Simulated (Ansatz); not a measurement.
ScAl3 (Cu3Au type, space group No. 221) under volume change, plane-wave PAW LDA (Ansatz code), scaled uniformly.

| V (Å³/atom) | E − E(relaxed) (meV/atom) | P (GPa) |
|---|---|---|
| 14.904 | 46.9 | 11.02 |
| 15.395 | 19.7 | 6.78 |
| 15.887 | 4.7 | 3.13 |
| 16.378 | 0.0 | 0.00 |
| 16.869 | 4.2 | -2.69 |
| 17.361 | 16.1 | -4.98 |
| 17.852 | 34.4 | -6.93 |

### Question
What does a third-order Birch–Murnaghan fit give for V₀, B₀ and B′?

### Answer
V₀ = 16.38 Å³/atom, B₀ = 96.2 GPa, B′ = 4.1.

Space group Pm-3m (Cu3Au type). The LDA relaxation kept the symmetry of its start; of distortions, only those at the zone centre were tested. The run is not spin-polarised.

Potentials: the later of the program's two PAW sets.
